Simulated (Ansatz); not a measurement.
TaGa3, DFT, PBEsol, PAW with Ansatz's default frozen-core files, scalar-relativistic (Ansatz 0.2.0), run on 1 thread of Arm Neoverse V2 on a shared host.

The cell is COD entry 1522718, as deposited and not checked against the literature; nothing was relaxed.

Command: `ansatz run input.yaml --threads 1 --pin off --max-ram 4096MiB --backend cpu --events-out ev --progress --plain --runs-dir out`

```yaml
crystal:
  lattice:
    - [-1.898, 1.898, 4.352]
    - [1.898, -1.898, 4.352]
    - [1.898, 1.898, -4.352]
  atoms:
    - { symbol: Ta, position: [0.0, 0.0, 0.0] }
    - { symbol: Ga, position: [0.75, 0.25, 0.5] }
    - { symbol: Ga, position: [0.25, 0.75, 0.5] }
    - { symbol: Ga, position: [0.5, 0.5, 0.0] }
kpoints:
  mp_grid: { grid: [14, 14, 14] }
  band_path:
    path:
      - [0.0, 0.0, 0.0]
      - [0.0, 0.0, 0.5]
      - [0.25, 0.25, 0.25]
      - [0.0, 0.5, 0.0]
      - [0.0, 0.0, 0.0]
      - [0.5, 0.5, -0.5]
      - [0.2975504522, 0.7024495478, -0.2975504522]
      - [-0.2975504522, 0.2975504522, 0.2975504522]
      - [0.0, 0.0, 0.0]
    npoints: 14
scf:
  occupations: { method: fermi_dirac, width: 0.05 }
hamiltonian:
  xc: pbesol
  pseudopotentials: { kind: paw }
output:
  forces: true
  stress: true
  eigenvalues: true
  efg: { contact_densities: true }
  populations: true
  bader: true
  dos: { projected: true, de: 0.2, e_range: [-14, 8] }
  write_density: true
  write_potential: true
  elf: true
  volumetric_format: npy
```

Q: How large is the problem that the program sets up?

A: 244 irreducible k-points, 1227 plane waves at Γ, 32 bands.

Q: About how long does it take, and how much memory does it use?

A: 76 s of wall time for 7 SCF iterations, with a peak of 0.65 GiB. Times on shared machines scatter by tens of per cent.

Q: And the same cell and mesh by all-electron LAPW, asked for forces, stress, eigenvalues, populations, dos and the same band path, on the same hardware?

A: 6.8 min, peak memory 2.2 GiB.

Q: And the same cell and mesh by all-electron PAW (datasets made for this crystal), asked for forces, stress, eigenvalues, efg and the same band path, on the same hardware?

A: 3.2 min, peak memory 1.9 GiB.
